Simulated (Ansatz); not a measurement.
Ni$_{5}$Ge$_{3}$ in space group C2/c (No. 15; Pearson symbol mS32), PBE (plane waves, PAW; program Ansatz), all energies at zero smearing, with the estimated change up to a 700 eV cutoff added, with one set of potentials and settings (totals compare only within such a set). Cell of 16 atoms (10 Ni, 6 Ge): -84172.156 eV.

```json
[
 {"element": "Ni", "reference phase": "Fm-3m, 1 atoms in the cell, spin-polarised", "E (eV/atom)": "-5839.7295"},
 {"element": "Ge", "reference phase": "Fd-3m, 2 atoms in the cell", "E (eV/atom)": "-4294.9907"}
]
```

Formation energy per atom, worked out: (-84172.156 − 10×(-5839.7295) − 6×(-4294.9907))/16 = -0.307 eV/atom (-30 kJ per mol of atoms), at 0 K, without zero-point energy or fitted corrections.

The first step of the workflow began from a Materials Project structure, measured or hypothetical; the Crystallography Open Database copy checked does not list it. Its standing as an ambient phase is unchecked. The PBE relaxation kept the symmetry of its start; whether a distortion lowers the energy is not shown. The run is not spin-polarised. The references are the lowest solids computed at this level, not always the standard phases.

Potentials: the earlier of the program's two PAW sets.
